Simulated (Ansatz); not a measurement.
## Relaxing an invented TiPtC₄N₄ structure

Theory: DFT PBE, scalar-relativistic, plane waves, PAW in Ansatz 0.2.0. Cutoff 420 eV, Gaussian smearing, Γ-centred meshes. Cell and atoms relax first on a coarse mesh and then on a finer one. In between, the cell is made exact in the group found at 0.06 Å. In metals the finer mesh still leaves noise of several meV/atom or more. The steps can't lower the symmetry of their start. Collinear spin, starting moments Ti 1.0 μB.

Recipe of this trial structure of TiPtC₄N₄: stacked square cyanide-bridged sheets (P4/mmm, No. 123). Its size is a rough estimate.

```yaml
crystal:
  lattice:
    - [7.23441, 0.00000, 0.00000]
    - [0.00000, 7.23441, 0.00000]
    - [0.00000, 0.00000, 3.34421]
  atoms:
    - { symbol: Ti, position: [0.00000, 0.00000, 0.00000] }
    - { symbol: Pt, position: [0.50000, 0.50000, 0.00000] }
    - { symbol: C, position: [0.18942, 0.81058, 0.00000] }
    - { symbol: C, position: [0.81058, 0.18942, 0.00000] }
    - { symbol: C, position: [0.18942, 0.18942, 0.00000] }
    - { symbol: C, position: [0.81058, 0.81058, 0.00000] }
    - { symbol: N, position: [0.30378, 0.69622, 0.00000] }
    - { symbol: N, position: [0.69622, 0.30378, 0.00000] }
    - { symbol: N, position: [0.30378, 0.30378, 0.00000] }
    - { symbol: N, position: [0.69622, 0.69622, 0.00000] }
```

The zero of energy is the elements' standard structures at the same level (N₂ as a molecule); no fitted shifts are applied.

Problem. What does it relax into?

Solution. The symmetry stays P4/mmm (No. 123). The volume per atom grows by 9.9 %, from 17.5 to 19.2 Å³. The shortest distance stays 1.17 Å (C–N). The energy falls by about 0.16 eV/atom (the start's value is from the coarse mesh). Conventional cell: a = 7.480 Å, c = 3.438 Å. Ti is surrounded by 4 C at 2.17 Å; around Pt lie 4 N at 1.95 Å; C has 1 N at 1.17 Å and 1 Ti at 2.17 Å; around N lie 1 C at 1.17 Å and 1 Pt at 1.95 Å.

Space group P4/mmm (No. 123). a = 7.480 Å, b = 7.480 Å, c = 3.438 Å, α = 90.00°, β = 90.00°, γ = 90.00°
```json
{"atom": "Ti", "site": "1a", "symmetry": "4/mmm", "x": "0.0000", "y": "0.0000", "z": "0.0000"}
{"atom": "Pt", "site": "1c", "symmetry": "4/mmm", "x": "0.5000", "y": "0.5000", "z": "0.0000"}
{"atom": "C", "site": "4j", "symmetry": "m.2m", "x": "0.2051", "y": "0.7949", "z": "0.0000"}
{"atom": "N", "site": "4j", "symmetry": "m.2m", "x": "0.3157", "y": "0.6843", "z": "0.0000"}
```

Problem. Give its energy and gap.

Solution. The formation energy is +0.40 eV/atom and the gap on the 6×6×12 mesh of the 10-atom cell is 0 eV (a metal). The net moment per atom is 0.20 μB. The moment by site is Ti 1.0 μB.

The separate elements lie lower, so it is unstable against them.

The last run used collinear spin and Gaussian smearing of 0.10 eV. Spin–orbit coupling, which can matter for Pt, is left out. The reference form of C is held partly by dispersion forces, which this level lacks. Another magnetic order may lie lower. Symmetry constrained the relaxation, so the result can be a saddle point. In all, the 3 runs took 2.9 min on 1 thread of AMD EPYC 9R45 96-Core Processor (Zen 5) (shared host). Site moments count only spheres around the atoms; the net moment includes the space between them.
